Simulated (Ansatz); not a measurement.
**H2Pt, one cell by several methods**

```xyz
3
Lattice="2.8875 0.0000 0.0000 -1.4437 2.5006 0.0000 0.0000 0.0000 4.6889" Properties=species:S:1:pos:R:3 pbc="T T T"
Pt    0.0000    0.0000    0.0000
H     0.0000    1.6671    0.8388
H     1.4437    0.8335    3.8501
```

Atoms are numbered in the order listed.

The structure comes from a relaxation in the same program, started in the CdI2 type, and has space group P-3m1. Whether it is a known phase or the ground state wasn't checked.

No spin–orbit coupling, which matters for the heavy atoms here.

All numbers are computed: DFT, PBE, PAW with Ansatz's default frozen-core files, scalar-relativistic (Ansatz 0.2.0); DFT, PBE, all-electron LAPW, scalar-relativistic (Ansatz 0.2.0).

For PAW: a Γ-centred 14×14×8 k mesh, Fermi–Dirac smearing of 0.05 eV, cutoff 420 eV, no spin polarisation. LAPW targets a basis error of 0.5 meV/atom. The Ansatz runs share mesh, smearing and spin set-up. Plane-wave (PAW) pressures include the program's estimate of the Pulay term.

Stress and pressure are positive in compression.

Levels count from the Fermi level.

PAW results:

| quantity | PAW |
| --- | --- |
| pressure (GPa) | 0.03 |
| highest filled level at L (eV) | -0.794 |
| lowest empty level at L (eV) | 2.942 |
| highest filled level at H (eV) | -2.032 |
| lowest empty level at H (eV) | 2.651 |
| highest filled level at A (eV) | -1.760 |
| lowest empty level at A (eV) | 5.638 |

(1) What does all-electron LAPW give for the same quantities?

Results:

(1) 
```tsv
quantity	LAPW
pressure (GPa)	0.04
highest filled level at L (eV)	-0.792
lowest empty level at L (eV)	2.939
highest filled level at H (eV)	-2.039
lowest empty level at H (eV)	2.650
highest filled level at A (eV)	-1.764
lowest empty level at A (eV)	5.629
```
